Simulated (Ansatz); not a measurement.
TaN (rock salt, Fm-3m), a = 4.375 Å, b = 4.375 Å, c = 4.375 Å, α = 90.00°, β = 90.00°, γ = 90.00°; the cell used has 2 atoms.

Relaxed with DFT-PBEsol in the program Ansatz with PAW potentials. Indices refer to the conventional cell of Fm-3m, a = b = c = 4.3747 Å, α = β = γ = 90.00°.

Problem. Simulate the powder diffraction pattern (Ag Kα, λ = 0.560885 Å; lines above 1 %) up to 2θ = 30°.

Solution. Simulated powder pattern, Ag Kα, λ = 0.560885 Å (kinematic, ideal powder, no thermal factors, no anomalous dispersion; the 30 strongest lines at most, above 1 %, up to 2θ = 30°):

```tsv
2θ (°)	d (Å)	I/Imax (%)	hkl
12.75	2.526	100	(111)
14.73	2.187	70	(200)
20.89	1.547	53	(220)
24.55	1.319	53	(311)
25.66	1.263	19	(222)
29.72	1.094	8.9	(400)
```

This is a known high-temperature phase of the composition, computed here at zero pressure and temperature. The PBEsol relaxation kept the symmetry of its start; whether a distortion lowers the energy is not shown. No spin polarisation was allowed. Scalar-relativistic: spin–orbit coupling is off unless named, which matters more the heavier the elements.

Potentials: the earlier of the program's two PAW sets. The files were generated under PBE; for other functionals the program regenerates the frozen cores, and for LDA and PBEsol the local potential too.
